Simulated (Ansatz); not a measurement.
## Does relaxation matter for the field gradients of SiO2 with vanadium replacing Si?

Start: a supercell of SiO2 (quartz type, P3_221) built from a refined structure from the COD, with all atoms left at the host's positions.

```
V Si O
1.0
     7.37454    4.25769    0.00000
    -7.37454    4.25769    0.00000
     0.00000    0.00000   10.81680
V Si O
1 17 36
Cartesian
  -5.0652 4.2577 3.6056
  -5.0652 4.2577 9.0140
  -0.1488 4.2577 3.6056
  -0.1488 4.2577 9.0140
  4.7675 4.2577 3.6056
  4.7675 4.2577 9.0140
  -1.1547 2.0000 1.8028
  -1.1547 2.0000 7.2112
  -3.6129 6.2577 1.8028
  -3.6129 6.2577 7.2112
  1.3035 6.2577 1.8028
  1.3035 6.2577 7.2112
  1.3035 2.2577 0.0000
  1.3035 2.2577 5.4084
  -1.1547 6.5154 0.0000
  -1.1547 6.5154 5.4084
  -3.6129 2.2577 0.0000
  -3.6129 2.2577 5.4084
  1.3754 1.1393 4.2487
  1.3754 1.1393 9.6571
  -1.0828 5.3970 4.2487
  -1.0828 5.3970 9.6571
  3.8335 5.3970 4.2487
  3.8335 5.3970 9.6571
  -4.1325 4.8791 2.4459
  -4.1325 4.8791 7.8543
  0.7839 4.8791 2.4459
  0.7839 4.8791 7.8543
  5.7002 4.8791 2.4459
  5.7002 4.8791 7.8543
  2.7571 2.4970 0.6431
  2.7571 2.4970 6.0515
  0.2990 6.7547 0.6431
  0.2990 6.7547 6.0515
  -2.1592 2.4970 0.6431
  -2.1592 2.4970 6.0515
  0.2990 1.7607 1.1597
  0.2990 1.7607 6.5681
  -2.1592 6.0184 1.1597
  -2.1592 6.0184 6.5681
  2.7571 6.0184 1.1597
  2.7571 6.0184 6.5681
  -1.0828 3.1184 2.9625
  -1.0828 3.1184 8.3709
  3.8335 3.1184 2.9625
  3.8335 3.1184 8.3709
  1.3754 7.3761 2.9625
  1.3754 7.3761 8.3709
  0.7839 3.6362 4.7653
  0.7839 3.6362 10.1737
  5.7002 3.6362 4.7653
  5.7002 3.6362 10.1737
  -4.1325 3.6362 4.7653
  -4.1325 3.6362 10.1737
```

Atoms are numbered from 1 in the order listed; like atoms form one site, named after its first atom.

Level of theory: DFT, PBE, plane waves and PAW, scalar-relativistic, collinear spin, 420 eV cutoff, Γ-centred 3×3×2 k-points, Fermi–Dirac smearing 0.01 eV (Ansatz 0.2.0). Start moments as typed (μB): 1 on each V, none on the rest.

The largest force at the start is 7.3 eV/Å. Relaxing the ions at fixed cell moves them by 0.290 Å at most (atom 47, O) and 0.098 Å rms.

```
site  atom  moved (Å)                         first shell before                          first shell after  V_zz before (10²¹ V/m²)  η before
   V     1      0.101                              4 O at 1.61 Å                         4 O at 1.77–1.78 Å                     9.81      0.41
 Si2     2      0.009                              4 O at 1.61 Å                         4 O at 1.62–1.63 Å                     0.78      0.63
 Si3     3      0.029                              4 O at 1.61 Å                         4 O at 1.62–1.63 Å                     0.79      0.61
 Si4     4      0.037                              4 O at 1.61 Å                         4 O at 1.62–1.63 Å                     0.78      0.64
 Si6     6      0.004                              4 O at 1.61 Å                         4 O at 1.62–1.63 Å                     0.78      0.63
 Si9     9      0.059                              4 O at 1.61 Å                         4 O at 1.62–1.63 Å                     0.61      0.72
Si10    10      0.029                              4 O at 1.61 Å                         4 O at 1.62–1.63 Å                     0.78      0.63
Si11    11      0.113                              4 O at 1.61 Å                         4 O at 1.62–1.64 Å                     0.92      0.26
Si12    12      0.035                              4 O at 1.61 Å                         4 O at 1.62–1.63 Å                     0.78      0.65
 O19    19      0.290  1 V at 1.61 Å, 1 Si at 1.61 Å, angle 144°  1 Si at 1.64 Å, 1 V at 1.77 Å, angle 133°                     5.31      0.50
 O25    25      0.158  1 Si at 1.61 Å, 1 V at 1.61 Å, angle 144°  1 Si at 1.62 Å, 1 V at 1.78 Å, angle 137°                     5.50      0.63
 O27    27      0.187                 2 Si at 1.61 Å, angle 144°                 2 Si at 1.63 Å, angle 135°                     9.09      0.19
```

Problem. How do the gradients change?

Solution. 

```json
{"site": "V", "atom": "1", "V_zz after": "-8.77", "η after": "0.27", "change of V_zz": "–"}
{"site": "Si2", "atom": "2", "V_zz after": "0.80", "η after": "0.43", "change of V_zz": "+0.02"}
{"site": "Si3", "atom": "3", "V_zz after": "-0.88", "η after": "0.55", "change of V_zz": "–"}
{"site": "Si4", "atom": "4", "V_zz after": "-0.55", "η after": "0.86", "change of V_zz": "–"}
{"site": "Si6", "atom": "6", "V_zz after": "-0.55", "η after": "0.79", "change of V_zz": "–"}
{"site": "Si9", "atom": "9", "V_zz after": "-0.57", "η after": "0.37", "change of V_zz": "–"}
{"site": "Si10", "atom": "10", "V_zz after": "0.69", "η after": "0.91", "change of V_zz": "-0.09"}
{"site": "Si11", "atom": "11", "V_zz after": "-0.99", "η after": "0.45", "change of V_zz": "–"}
{"site": "Si12", "atom": "12", "V_zz after": "-0.51", "η after": "0.95", "change of V_zz": "–"}
{"site": "O19", "atom": "19", "V_zz after": "5.55", "η after": "0.30", "change of V_zz": "+0.24"}
{"site": "O25", "atom": "25", "V_zz after": "5.95", "η after": "0.55", "change of V_zz": "+0.45"}
{"site": "O27", "atom": "27", "V_zz after": "8.99", "η after": "0.29", "change of V_zz": "-0.10"}
```

The largest change of V_zz along a kept axis is on O25, from 5.50 to 5.95. The whole tensor moves most on V, by 6.10 along its most changed direction. In per cent, |V_zz| changes by -1 to +8 on O (all sites that start above 2, bar those whose gradient vanishes or changes sign or whose main axis turns by over 40°). Where |V_zz| stays above 0.1 and the axes keep their order, η moves most on Si10, from 0.63 to 0.91. On V, Si11, Si3, Si4, Si6, Si12, Si9 the largest principal value lies along another axis in the second run, so the two V_zz can't be compared directly. The table leaves out 18 of the 30 sites, with |V_zz| up to 9.55; their tensors move by 0.98 at most along any direction. The statements above cover all sites. The electronic state changes along with the positions (a gap opens), so the changes aren't those of geometry alone. The host's own positions weren't relaxed first, so part of the change far from the defect can be the host's relaxation.

The defect repeats with the cell of 54 atoms, so it feels its images: sites between two images don't show the values beside a lone defect, and zeros or small values of η there can come from the images' arrangement. O and Si carry a gradient in the pure host already, so the values there aren't the defect's effect alone.
Before: The defect cell has no gap above 0.1 eV on its mesh, so the values can hang on the smearing and the k-mesh. The cell keeps the host's lattice, where the PBE pressure is 11 GPa. The neighbours have not yet relaxed around the defect (largest force 7.3 eV/Å), so the values at and beside it are those of a strained start, not of the defect in a real crystal.
After: The relaxation keeps the site symmetry 2 of the start, so the impurity can move only along its axis; a start off the site could end lower. With a gap of 0.2 eV on this mesh, small gradients can still move by 0.1 × 10²¹ V/m² or more as the k-mesh gets denser.
